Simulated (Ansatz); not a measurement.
Question: FeCo (CsCl type, space group No. 221) is relaxed with DFT-PBE in the program Ansatz with PAW potentials. What lattice parameters of the conventional cell result?

Answer: a = 2.845 Å.

Space group Pm-3m (CsCl type). Symmetry was held in the PBE relaxation. The final state is ferromagnetic, chosen from 5 collinear starts compared on coarse meshes (ties went to the first, and starts can fall back to one state), not a proven ground state. Textbook magnetic order: ferromagnetic.

Potentials: the later of the program's two PAW sets.
